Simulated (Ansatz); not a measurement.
YbSe2 in the fluorite structure

Level of theory: DFT, PBE, scalar-relativistic, collinear spin; plane waves to 420 eV with PAW datasets (Ansatz 0.2.0), Γ-centred 10×10×10 mesh, 0.05 eV Gaussian smearing; PAW files: Ansatz's generated set soft_2.

```xyz
3
Lattice="0.0000 3.4086 3.4086 3.4086 0.0000 3.4086 3.4086 3.4086 0.0000" Properties=species:S:1:pos:R:3 pbc="T T T"
Yb    0.0000    0.0000    0.0000
Se    1.7043    1.7043    1.7043
Se    5.1129    5.1129    5.1129
```

The structure was built from a prototype; whether the compound forms in it isn't claimed.

Magnetic state: non-magnetic, site spin moments none.

The run above is the reference. The same cell was run again with other input settings; several of them aren't fit for production, so the rows show the settings' effect and aren't properties of the material.

```tsv
keys changed	outcome	ΔE (meV/atom)	P (GPa)	gap on the mesh (eV)	cell moment (μB)	largest force component (eV/Å)	SCF iterations	rough core-seconds	new warnings
none (reference)	converged	0.0	0.0	metal	0.00	0.000	–	–	–
kpoints.mp_grid.grid: [10, 10, 10] → [7, 7, 7]	converged	-1.6	-0.1	metal	0.00	0.000	17	15	given moment on shells
hamiltonian.xc: "pbe" → "lda"	converged	–	-4.9	metal	0.00	0.000	16	40	given moment on shells
scf.eigensolver.kind: "davidson"	converged	0.0	0.0	metal	0.00	0.000	19	50	given moment on shells
scf.mixing.preconditioner: "kerker_dos"	converged	0.0	0.0	metal	0.00	0.000	20	30	given moment on shells
```

ΔE is the energy with the smearing extrapolated to zero. It is left out where the change alters the Hamiltonian or the spin treatment. The varied runs start from atomic densities (corrected by the program's trained start where that serves), with the default search for lower states unless a row changes it.

Problem. What happens with these changes: hamiltonian.xc: "pbe" → "revpbe"; basis.ecutwfc: 420 → "500 eV"?

Solution. outcome converged, P (GPa) 1.5, gap on the mesh (eV) metal, cell moment (μB) 0.00, largest force component (eV/Å) 0.000, SCF iterations 20, rough core-seconds 50, new warnings given moment on shells.

Problem. What happens with these changes: kpoints.mp_grid.grid: [10, 10, 10] → [15, 15, 15]; scf.initial_density.chi_scale: 0.3?

Solution. outcome converged, ΔE (meV/atom) -0.8, P (GPa) 0.0, gap on the mesh (eV) metal, cell moment (μB) 0.00, largest force component (eV/Å) 0.000, SCF iterations 15, rough core-seconds 70, new warnings given moment on shells.

Changing scf.eigensolver.kind only steers the path to self-consistency, so the energy stays within 0.5 meV/atom.

Changing scf.mixing.preconditioner only steers the path to self-consistency, so the energy stays within 0.5 meV/atom.

2 further runs (cut off, refused for memory, with changed atoms or starts, or in doubt) are left out.

Of the reference: Without a U the 4f levels of Yb lie too near the Fermi level, so their share of the states there, and what hangs on it, is overstated. Spin–orbit coupling, which matters for such heavy elements, is left out. A displaced or strained copy of the relaxed cell lay 2.3 meV/atom lower, so the structure isn't a true minimum at this level, unless the mesh, which matters in a metal, makes it so.
